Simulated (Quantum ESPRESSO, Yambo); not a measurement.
Quasiparticle gap of AlBO$_{3}$

```xyz
10
Lattice="2.2527 1.3006 4.6343 -2.2527 1.3006 4.6343 0.0000 -2.6012 4.6343" Properties=species:S:1:pos:R:3 pbc="T T T"
B      0.0000     0.0000    10.4272
B      0.0000     0.0000     3.4757
O      0.6936     1.3998     5.7929
O     -0.6936    -1.3998     8.1100
O     -1.5591    -0.0992     5.7929
O      1.5591     0.0992     8.1100
O      0.8655    -1.3006     5.7929
O     -0.8655     1.3006     8.1100
Al     0.0000     0.0000     6.9515
Al     0.0000     0.0000     0.0000
```

The geometry is that of Materials Project entry mp-8110, symmetrised and not relaxed again.

Starting point: LDA (pw.x of Quantum ESPRESSO, ONCV potentials, no spin-orbit coupling). G0W0 in Yambo: 4×4×4 Γ-centred k mesh, 125 bands and a 7 Ry block in the screening, 125 bands in G with the Bruneval-Gonze terminator, plasmon pole fitted at 27.2 eV.

```yaml
LDA gap along the band path: 5.66 eV
LDA gap between the mesh's edge points (Γ → (0.25, 0.25, 0.25)): 5.66 eV
G0W0 gap between the same points: 8.38 eV
LDA smallest direct gap on the mesh (at (0.25, 0.25, 0.25)): 5.86 eV
G0W0 direct gap at that point: 8.59 eV
```

| k point | band | E LDA (eV) | E QP (eV) | shift (eV) | Z |
|---|---|---|---|---|---|
| Γ | VB | 0.00 | -1.29 | -1.29 | 0.81 |
| Γ | CB | 5.96 | 7.52 | 1.56 | 0.85 |
| L | VB | -0.28 | -1.64 | -1.36 | 0.81 |
| L | CB | 6.65 | 8.21 | 1.55 | 0.85 |
| F | VB | -0.49 | -1.86 | -1.37 | 0.81 |
| F | CB | 6.62 | 8.24 | 1.62 | 0.84 |
| (0.25, 0.25, 0.25) | VB | -0.20 | -1.51 | -1.31 | 0.81 |
| (0.25, 0.25, 0.25) | CB | 5.66 | 7.08 | 1.42 | 0.85 |
| Z | VB | -0.65 | -2.01 | -1.36 | 0.82 |
| Z | CB | 6.21 | 7.70 | 1.49 | 0.85 |

Energies count from the LDA valence-band maximum.

Nearest settings tried, and what they do to the gap: 1 Ry block (21 vectors against 193): +841 meV. Not varied: bands in G, bands in W, mesh. So the settings aren't converged at that level.
